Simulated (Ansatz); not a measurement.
**VSb: from a starting cell to a relaxed one**

The relaxed structure here is a generated cell of VSb: the first start was made by a random draw of sites in a space group, and the end was not matched to a known phase here, so it may be hypothetical.

The start is a randomly generated symmetric cell of VSb (space group No. 227). A full variable-cell relaxation at zero pressure is run with PBEsol (plane waves to 420 eV, PAW, scalar-relativistic; Ansatz, a quantum-chemistry and plane-wave program). The first steps use a coarse 8×8×8 k-mesh.

Input geometry:
```
CELL_PARAMETERS angstrom
      0.00000     3.55579     3.55579
      3.55579     0.00000     3.55579
      3.55579     3.55579     0.00000
ATOMIC_POSITIONS crystal
  Sb 0.25000 0.25000 0.25000
  Sb 0.00000 0.00000 0.00000
  V  0.75000 0.75000 0.75000
  V  0.50000 0.50000 0.50000
```
Spin-polarised start, with parallel moments on V.

| Quantity | Result |
|---|---|
| Initial pressure | -10.0 GPa (negative: the cell is under tension) |
| Outcome | The space group stays Fd-3m (No. 227) (the run could not lower it); the end is AFLOW prototype AB_cF16_227_a_b (B32, as in NaTl), with 4 atoms in the primitive cell |
| Energy released | 0.36 eV/atom |
| Moments at the end | zero (the starting moments vanished) |
| Optimiser moves | 7 |

Relaxed structure:

Space group Fd-3m, origin choice 1 (No. 227); a = 6.6007 Å, b = 6.6007 Å, c = 6.6007 Å, α = 90.00°, β = 90.00°, γ = 90.00°

```
atom  site  symmetry       x       y       z
----  ----  --------  ------  ------  ------
Sb      8a      -43m  0.0000  0.0000  0.0000
V       8b      -43m  0.5000  0.5000  0.5000
```
(The calculation used a cell of 4 atoms; values per cell refer to that cell.)

Final values are on a 12×12×12 k-mesh of the relaxed cell. No spin polarisation in the result: the starting moments vanished.

The run could not lose the symmetry of its start, so the end can be a saddle point.

All atoms sit on sites fixed by symmetry, so only the cell could relax.
